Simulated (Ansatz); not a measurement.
MnGe (rock salt, space group No. 225), PBEsol (plane waves, PAW; program Ansatz), all energies at zero smearing, with the estimated change up to a 700 eV cutoff added, with one set of potentials and settings (totals compare only within such a set). Cell of 2 atoms (1 Ge, 1 Mn): -8121.848 eV.

```tsv
element	reference phase	E (eV/atom)
Ge	Fd-3m, 2 atoms in the cell	-4253.4978
Mn	I-43m, 29 atoms in the cell, spin-polarised	-3868.8262
```

Formation energy per atom, worked out: (-8121.848 − 1×(-4253.4978) − 1×(-3868.8262))/2 = 0.238 eV/atom (23 kJ per mol of atoms), at 0 K, without zero-point energy or fitted corrections.

Space group Fm-3m (rock salt). The cell is a constructed one: a structure type filled with these elements; neither database checked (COD, Materials Project) lists it. Whether it is the stable phase at ambient conditions was not checked. The cell was relaxed with PBEsol under the symmetry of its start. At this level the phase is mechanically unstable. Spin order of the final state: ferromagnetic, chosen from 3 collinear starts compared on coarse meshes (ties went to the first, and starts can fall back to one state), not a proven ground state. The references are the lowest solids computed at this level, not always the standard phases.

Potentials: the later of the program's two PAW sets.
